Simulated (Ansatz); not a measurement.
GaN:
```yaml
crystal:
  lattice:
    - [3.15165, 0.00000, 0.00000]
    - [-1.57582, 2.72941, 0.00000]
    - [0.00000, 0.00000, 5.13818]
  atoms:
    - { symbol: Ga, position: [0.66667, 0.33333, 0.49930] }
    - { symbol: Ga, position: [0.33333, 0.66667, 0.99930] }
    - { symbol: N, position: [0.66667, 0.33333, 0.87570] }
    - { symbol: N, position: [0.33333, 0.66667, 0.37570] }
```

Relaxed with LDA. Special points in fractions of this cell's reciprocal vectors: Γ (0.000, 0.000, 0.000); M (0.500, 0.000, 0.000); K (0.333, 0.333, 0.000); A (0.000, 0.000, 0.500); L (0.500, 0.000, 0.500); H (0.333, 0.333, 0.500).

**Question.** List the band energies nearest the valence-band maximum at these points for the program Ansatz at the LDA level (PAW).

**Answer.** In eV from the valence-band maximum; about four levels below and three above (degenerate sets whole), none deeper than 8.9 eV; points with the same levels are listed once.

```tsv
k	below	above
Γ	-1.08 -1.08 -0.05 0.00 0.00	2.13 4.38 9.22
M	-4.41 -2.88 -2.34 -1.05	5.01 5.66 6.00
K	-5.51 -5.51 -3.14 -3.14 -2.87	4.99 7.96 7.96
A	-0.56 -0.56 -0.56 -0.56	4.40 4.40 8.47 8.47
L	-2.04 -2.04 -1.99 -1.99	4.39 4.39 7.81 7.81
H	-4.42 -4.42 -1.56 -1.56	6.49 6.49 7.26 7.26
```

Space group P6_3mc (wurtzite). Symmetry was held in the LDA relaxation; phonons on a q-mesh show no instability. Spin–orbit coupling is left out wherever it is not named.

Potentials: the earlier of the program's two PAW sets.
